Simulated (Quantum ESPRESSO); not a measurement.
## WHf2O6F2 (input and log of a self-consistent run)

Computed values, not a measurement. The program is pw.x of Quantum ESPRESSO 7.5 (plane-wave density functional theory). The cell is made up: 11 atoms on a rutile lattice with one site empty, with randomly drawn elements, strain and displacements, not relaxed. PseudoDojo standard norm-conserving files (v0.5 for PBE, v0.4.1 for LDA and PBEsol) set the functional; there is no spin polarisation, spin-orbit coupling or dispersion term, and the masses in the input are unused placeholders.

The hafnium pseudopotential is less sure than the others, with forces about 3 percent (worst 6) and pressure in oxides about 1.5 GPa (worst 2.7) from a second method in checks, which no rerun with the same files tests.

Input:

```
&control calculation='scf', pseudo_dir='./dojo.nc.sr.pbe.v0_5.standard.upf', outdir='./o', disk_io='low', tprnfor=.true., tstress=.true. /
&system ibrav=0, nat=11, ntyp=4, nbnd=50, ecutwfc=84.00895049, nosym=.true., tot_charge=0,
 occupations='smearing', smearing='fd', degauss=0.0018374661
/
&electrons conv_thr=7.350e-09, electron_maxstep=60, /
ATOMIC_SPECIES
F 1.0 F.upf
Hf 1.0 Hf.upf
O 1.0 O.upf
W 1.0 W.upf
CELL_PARAMETERS angstrom
4.8724 -0.0371 0.0805
-0.0371 4.9129 -0.0068
0.107 -0.0091 6.562
ATOMIC_POSITIONS angstrom
W 0.0373 -0.0484 -0.0918
Hf 2.5912 2.3863 1.7776
Hf 0.1168 0.1462 3.3905
O 1.5006 1.4334 -0.0112
F 3.3538 3.4779 0.0839
O 3.9301 1.0456 1.7361
O 1.0276 3.9504 1.6142
F 1.5919 1.4563 3.2277
O 3.3656 3.3303 3.3593
O 4.0598 0.9882 5.0027
O 0.9215 3.8283 4.8175
K_POINTS automatic
5 5 4 1 1 1
```

The log is shortened where brackets say so; the opening notice, blank lines, dates and the lines on written files are dropped, and the path of the files is cut. It prints rydbergs, bohrs and kilobars, and counts compression as positive stress. With no partly filled state, the Fermi energy that it prints is only some level between the filled and the empty states on the mesh, and need not lie in the true gap.

```
     Program PWSCF v.7.5
     Parallel version (MPI & OpenMP), running on       4 processor cores
     Number of MPI processes:                 4
     Threads/MPI process:                     1
     [start-up lines left out]
     bravais-lattice index     =            0
     lattice parameter (alat)  =       9.2090  a.u.
     unit-cell volume          =    1059.6709 (a.u.)^3
     number of atoms/cell      =           11
     number of atomic types    =            4
     number of electrons       =        88.00
     number of Kohn-Sham states=           50
     kinetic-energy cutoff     =      84.0090  Ry
     charge density cutoff     =     336.0358  Ry
     scf convergence threshold =      7.3E-09
     mixing beta               =       0.7000
     number of iterations used =            8  plain     mixing
     Exchange-correlation= PBE
                           (   1   4   3   4   0   0   0)
     [axes and pseudopotential details left out]
   Cartesian axes
     site n.     atom                  positions (alat units)
         1        W      tau(   1) = (   0.0076541  -0.0099319  -0.0188377  )
         2        Hf     tau(   2) = (   0.5317239   0.4896776   0.3647701  )
         3        Hf     tau(   3) = (   0.0239678   0.0300008   0.6957432  )
         4        O      tau(   4) = (   0.3079287   0.2941390  -0.0022983  )
         5        F      tau(   5) = (   0.6882122   0.7136780   0.0172166  )
         6        O      tau(   6) = (   0.8064711   0.2145610   0.3562542  )
         7        O      tau(   7) = (   0.2108673   0.8106367   0.3312398  )
         8        F      tau(   8) = (   0.3266638   0.2988382   0.6623360  )
         9        O      tau(   9) = (   0.6906336   0.6833899   0.6893408  )
        10        O      tau(  10) = (   0.8330860   0.2027823   1.0265726  )
        11        O      tau(  11) = (   0.1890952   0.7855814   0.9885689  )
     number of k points=    50  Fermi-Dirac smearing, width (Ry)=  0.0018
                       cart. coord. in units 2pi/alat
        k(    1) = (   0.0992692   0.1000681   0.0913501), wk =   0.0400000
        k(    2) = (   0.0962028   0.1003020   0.2770606), wk =   0.0400000
     [further k points left out]
     Dense  grid:   110185 G-vectors     FFT dimensions: (  54,  60,  75)
     Estimated max dynamical RAM per process >     318.60 MB
     Estimated total dynamical RAM >       1.17 GB
     Initial potential from superposition of free atoms
     starting charge      87.9958, renormalised to      88.0000
     Starting wfcs are   62 randomized atomic wfcs
     total cpu time spent up to now is       14.3 secs
     per-process dynamical memory:   250.8 Mb
     Self-consistent Calculation
     iteration #  1     ecut=    84.01 Ry     beta= 0.70
     Davidson diagonalization with overlap
     ethr =  1.00E-02,  avg # of iterations =  2.0
     total cpu time spent up to now is       38.2 secs
     total energy              =    -671.80022340 Ry
     estimated scf accuracy    <       5.73207156 Ry
     iteration #  2     ecut=    84.01 Ry     beta= 0.70
     Davidson diagonalization with overlap
     ethr =  6.51E-03,  avg # of iterations =  6.4
     total cpu time spent up to now is       73.6 secs
     total energy              =    -668.92148922 Ry
     estimated scf accuracy    <      50.53934257 Ry
     iteration #  3     ecut=    84.01 Ry     beta= 0.70
     Davidson diagonalization with overlap
     ethr =  6.51E-03,  avg # of iterations =  6.2
     total cpu time spent up to now is      102.8 secs
     total energy              =    -674.86540659 Ry
     estimated scf accuracy    <       2.56081598 Ry
     iteration #  4     ecut=    84.01 Ry     beta= 0.70
     Davidson diagonalization with overlap
     ethr =  2.91E-03,  avg # of iterations =  2.0
     total cpu time spent up to now is      126.6 secs
     total energy              =    -675.09426871 Ry
     estimated scf accuracy    <       0.41229452 Ry
     iteration #  5     ecut=    84.01 Ry     beta= 0.70
     Davidson diagonalization with overlap
     ethr =  4.69E-04,  avg # of iterations =  3.2
     total cpu time spent up to now is      149.8 secs
     total energy              =    -675.11198281 Ry
     estimated scf accuracy    <       0.12766288 Ry
     [iterations 6 to 16 left out]
     iteration # 17     ecut=    84.01 Ry     beta= 0.70
     Davidson diagonalization with overlap
     ethr =  3.69E-10,  avg # of iterations =  4.7
     total cpu time spent up to now is      442.2 secs
     total energy              =    -675.13206072 Ry
     estimated scf accuracy    <       0.00000016 Ry
     iteration # 18     ecut=    84.01 Ry     beta= 0.70
     Davidson diagonalization with overlap
     ethr =  1.84E-10,  avg # of iterations =  2.0
     total cpu time spent up to now is      466.7 secs
     total energy              =    -675.13206073 Ry
     estimated scf accuracy    <       0.00000003 Ry
     iteration # 19     ecut=    84.01 Ry     beta= 0.70
     Davidson diagonalization with overlap
     ethr =  3.40E-11,  avg # of iterations =  3.7
     total cpu time spent up to now is      493.0 secs
     total energy              =    -675.13206074 Ry
     estimated scf accuracy    <       0.00000001 Ry
     iteration # 20     ecut=    84.01 Ry     beta= 0.70
     Davidson diagonalization with overlap
     ethr =  1.19E-11,  avg # of iterations =  4.4
     total cpu time spent up to now is      521.2 secs
     total energy              =    -675.13206074 Ry
     estimated scf accuracy    <       0.00000001 Ry
     iteration # 21     ecut=    84.01 Ry     beta= 0.70
     Davidson diagonalization with overlap
     ethr =  1.19E-11,  avg # of iterations =  2.0
     total cpu time spent up to now is      547.6 secs
     End of self-consistent calculation
          k = 0.0993 0.1001 0.0914 ( 13785 PWs)   bands (ev):
   -69.7491 -55.1333 -54.5919 -33.7419 -33.7030 -33.6465 -24.0896 -23.8344
   -23.7975 -23.6530 -23.4629 -23.1405 -17.5411 -17.0742 -11.1660 -10.3931
   -10.2097  -9.8688  -9.6908  -8.3342  -0.7922  -0.0136   0.5609   0.6332
     0.9922   1.1592   1.2155   1.9282   2.1812   3.1437   3.2082   3.3282
     3.5568   3.7246   4.0164   4.1610   4.4467   4.7025   4.8516   5.1884
     5.3273   5.5882   6.1760   6.5295   7.3285   7.8989   8.1225  10.3122
    10.6106  11.0569
     [levels at the other k points left out]
     the Fermi energy is     6.9260 ev
!    total energy              =    -675.13206074 Ry
     estimated scf accuracy    <          3.1E-09 Ry
     smearing contrib. (-TS)   =      -0.00000000 Ry
     internal energy E=F+TS    =    -675.13206074 Ry
     The total energy is F=E-TS. E is the sum of the following terms:
     one-electron contribution =    -252.88275988 Ry
     hartree contribution      =     163.38900458 Ry
     xc contribution           =    -161.42025306 Ry
     ewald contribution        =    -424.21805238 Ry
     convergence has been achieved in  21 iterations
     Forces acting on atoms (cartesian axes, Ry/au):
     atom    1 type  4   force =     0.20984048    0.14065723   -0.11818452
     atom    2 type  2   force =    -0.03002031    0.13490482    0.02435976
     atom    3 type  2   force =    -0.11211972   -0.13928265    0.00211177
     atom    4 type  3   force =    -0.14672359   -0.14853095    0.03489024
     atom    5 type  1   force =     0.03430111    0.02617093    0.01781317
     atom    6 type  3   force =     0.09991514   -0.11965683   -0.05376540
     atom    7 type  3   force =    -0.07943287    0.04544746   -0.07832139
     atom    8 type  1   force =    -0.01197707   -0.01008267    0.01221584
     atom    9 type  3   force =     0.04258321    0.05089774   -0.09260537
     atom   10 type  3   force =     0.07413062   -0.09564672    0.11209777
     atom   11 type  3   force =    -0.08049700    0.11512165    0.13938812
     Total force =     0.545789     Total SCF correction =     0.000090
     Computing stress (Cartesian axis) and pressure
          total   stress  (Ry/bohr**3)                   (kbar)     P=     -157.67
  -0.00063268  -0.00011703  -0.00044690          -93.07      -17.22      -65.74
  -0.00011703  -0.00091885  -0.00032499          -17.22     -135.17      -47.81
  -0.00044690  -0.00032499  -0.00166392          -65.74      -47.81     -244.77
     init_run     :     13.29s CPU     14.04s WALL (       1 calls)
     electrons    :    530.51s CPU    533.41s WALL (       1 calls)
     forces       :      4.61s CPU      4.69s WALL (       1 calls)
     stress       :     15.83s CPU     16.45s WALL (       1 calls)
     [timing details left out]
     PWSCF        :   9m24.60s CPU   9m29.18s WALL
     JOB DONE.
```

In other units: free energy -9185.640 eV for the cell, pressure -15.77 GPa, largest force component 5.395 eV/Å. A rerun of this cell at a cutoff of 1437 eV and k mesh 7 x 7 x 6 moved values by no more than 0.005 eV in energy, 0.03 GPa in stress and 0.004 eV/Å in force.